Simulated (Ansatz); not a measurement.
The start is a generated cell, Mg built in the beta-W structure type. A full variable-cell relaxation at zero pressure is run with r2SCAN (plane waves to 500 eV, PAW, scalar-relativistic; Ansatz, an electronic-structure program). The first steps use a coarse 6×6×6 k-mesh.

The start:
```
CELL_PARAMETERS angstrom
      5.74686     0.00000     0.00000
      0.00000     5.74686     0.00000
      0.00000     0.00000     5.74686
ATOMIC_POSITIONS crystal
  Mg 0.25000 0.00000 0.50000
  Mg 0.75000 0.00000 0.50000
  Mg 0.00000 0.50000 0.25000
  Mg 0.00000 0.50000 0.75000
  Mg 0.50000 0.25000 0.00000
  Mg 0.50000 0.75000 0.00000
  Mg 0.00000 0.00000 0.00000
  Mg 0.50000 0.50000 0.50000
```

```yaml
outcome: The space group stays Pm-3n (No. 223) (the run could not lower it), with 8 atoms in the primitive cell
energy_released: under 0.01 eV/atom
band_gap_at_the_end: zero (metallic)
optimiser_moves: 2
```

Relaxed structure:

```cif
data_Mg8
_chemical_formula_sum 'Mg8'
_space_group_name_H-M_alt 'Pm-3n'
_space_group_IT_number 223
_space_group_name_Hall '-P 4n 2 3'
_cell_length_a 5.69411
_cell_length_b 5.69411
_cell_length_c 5.69411
_cell_angle_alpha 90.000
_cell_angle_beta 90.000
_cell_angle_gamma 90.000
loop_
_atom_site_label
_atom_site_type_symbol
_atom_site_symmetry_multiplicity
_atom_site_Wyckoff_symbol
_atom_site_fract_x
_atom_site_fract_y
_atom_site_fract_z
_atom_site_occupancy
Mg1 Mg 6 c 0.00000 0.50000 0.25000 1
Mg2 Mg 2 a 0.00000 0.00000 0.00000 1
```

Final values are on a 8×8×8 k-mesh of the relaxed cell. No spin polarisation in the result.

The run could not lose the symmetry of its start: the end is stationary, and may be a saddle point rather than a minimum.

All atoms sit on sites fixed by symmetry, so only the cell could relax.

The relaxed structure here is a generated cell of Mg: the first start was made by placing the elements on the sites of a structure type, and the end was not matched to a known phase here, so it may be hypothetical. Known forms of Mg include space group No. 194.
